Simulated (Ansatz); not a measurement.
**Where the states of LuAg$_{2}$ lie**

```
Lu Ag
1.0
    -1.81893    1.81893    4.52747
     1.81893   -1.81893    4.52747
     1.81893    1.81893   -4.52747
Lu Ag
1 2
Direct
  0.00000 0.00000 0.00000
  0.66839 0.66839 0.00000
  0.33161 0.33161 0.00000
```

Structure from Materials Project entry mp-1018131 (possibly hypothetical), not relaxed further.

Spin–orbit coupling is left out, though it moves levels of the heavy atoms by tenths of an eV or more.

Level of theory: DFT, LDA, all-electron LAPW, scalar-relativistic in Ansatz 0.2.0.

Sampling and basis: a Γ-centred 14×14×14 k mesh, Fermi–Dirac smearing of 0.08 eV, basis error target 1 meV/atom, no spin polarisation.

States per eV and cell, averaged over 0.6 eV, from -7.6 to 4.2 eV, with energies (bin centres) from the Fermi level; empty bins are left out. The partial columns, the largest 5 alone, are projections on Löwdin-orthogonalised atomic shells (those that the program's projection atoms carry: the occupied ones and, for some elements, an empty d or f shell; other empty shells have no column), summed over atoms of an element. Weights on diffuse s and p shells depend on that basis and aren't pure angular character.

```tsv
E (eV)	total	Ag 4d	Lu 4f	Lu 5d	Ag 5s	Lu 6s
-7.4	0.06	0.00	0.00	0.00	0.04	0.02
-6.8	0.26	0.01	0.00	0.00	0.15	0.09
-6.2	2.45	1.70	0.06	0.10	0.30	0.26
-5.6	13.82	10.45	1.97	0.60	0.62	0.12
-5.0	27.61	6.35	20.69	0.26	0.13	0.13
-4.4	11.27	10.25	0.52	0.19	0.13	0.14
-3.8	2.92	2.56	0.07	0.05	0.15	0.07
-3.2	0.98	0.40	0.00	0.14	0.30	0.11
-2.6	0.89	0.20	0.00	0.26	0.30	0.09
-2.0	1.25	0.19	0.00	0.45	0.47	0.07
-1.4	1.15	0.12	0.00	0.59	0.29	0.08
-0.8	1.32	0.09	0.00	0.74	0.17	0.14
-0.2	1.19	0.06	0.00	0.68	0.11	0.11
0.4	0.83	0.05	0.00	0.51	0.07	0.05
1.0	1.32	0.11	0.00	0.97	0.06	0.07
1.6	2.13	0.16	0.00	1.42	0.12	0.23
2.2	3.11	0.18	0.00	2.26	0.11	0.18
2.8	3.45	0.17	0.00	2.32	0.21	0.15
3.4	1.28	0.05	0.00	0.57	0.26	0.06
4.0	2.53	0.11	0.00	1.64	0.34	0.02
```

Question: Which of the resolved shells contributes most within 0.3 eV of the Fermi level?

Answer: Lu 5d, with 57 % of all states there; Ag 5s follows with 9 %.

Question: Where is the centre of the filled Ag 4d states between -14 eV and the top of the filled states?

Answer: -4.87 eV from the Fermi level.
